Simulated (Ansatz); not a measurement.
ZnIn2O4:
```cif
data_In16O32Zn8
_chemical_formula_sum 'Zn8 In16 O32'
_space_group_name_H-M_alt 'Fd-3m :1'
_space_group_IT_number 227
_space_group_name_Hall 'F 4d 2 3 -1d'
_cell_length_a 8.92217
_cell_length_b 8.92217
_cell_length_c 8.92217
_cell_angle_alpha 90.000
_cell_angle_beta 90.000
_cell_angle_gamma 90.000
loop_
_atom_site_label
_atom_site_type_symbol
_atom_site_symmetry_multiplicity
_atom_site_Wyckoff_symbol
_atom_site_fract_x
_atom_site_fract_y
_atom_site_fract_z
_atom_site_occupancy
Zn1 Zn 8 a 0.00000 0.00000 0.00000 1
In1 In 16 d 0.62500 0.62500 0.62500 1
O1 O 32 e 0.38065 0.38065 0.38065 1
```
(The calculation used a cell of 14 atoms; values per cell refer to that cell.)

Relaxed with PBEsol. Independent-particle spectrum: no excitons, no local fields, no scissors shift; 0.1 eV broadening; ε₁ of the summed bands alone.

**Question.** Tabulate the dielectric function from PBEsol (plane waves, PAW; program Ansatz).

**Answer.** 

```tsv
E (eV)	ε₁ xx	ε₂ xx
0.0	4.71	0.00
0.5	4.75	0.00
1.0	4.90	0.00
1.5	5.30	0.04
2.0	5.72	1.05
2.5	5.24	1.50
3.0	4.95	1.68
3.5	4.77	1.81
4.0	4.69	1.88
4.5	4.74	2.33
5.0	4.91	2.68
5.5	3.70	3.38
6.0	3.83	2.48
6.5	4.26	3.36
7.0	3.10	4.12
7.5	3.34	4.14
8.0	2.30	3.66
8.5	2.41	3.43
9.0	1.93	4.16
9.5	1.30	3.69
10.0	1.26	3.35
10.5	1.06	2.94
11.0	1.64	2.60
11.5	1.04	3.35
12.0	0.37	3.29
```

**Question.** From ε at 2.2 eV (xx: 5.50 + 1.30i), find n, k, the normal reflectivity and the absorption coefficient.

**Answer.** n = 2.36, k = 0.275, R = 17 %, α = 2kE/ħc = 61000 cm⁻¹.

With all bands, ε∞ without local fields is 4.98.

The first step of the workflow began from a Materials Project structure, measured or hypothetical; the Crystallography Open Database copy checked does not list it. Its standing as an ambient phase is unchecked. The PBEsol relaxation kept the symmetry of its start; of distortions, only those at the zone centre were tested. Spin–orbit coupling is left out wherever it is not named.

Potentials: the later of the program's two PAW sets.
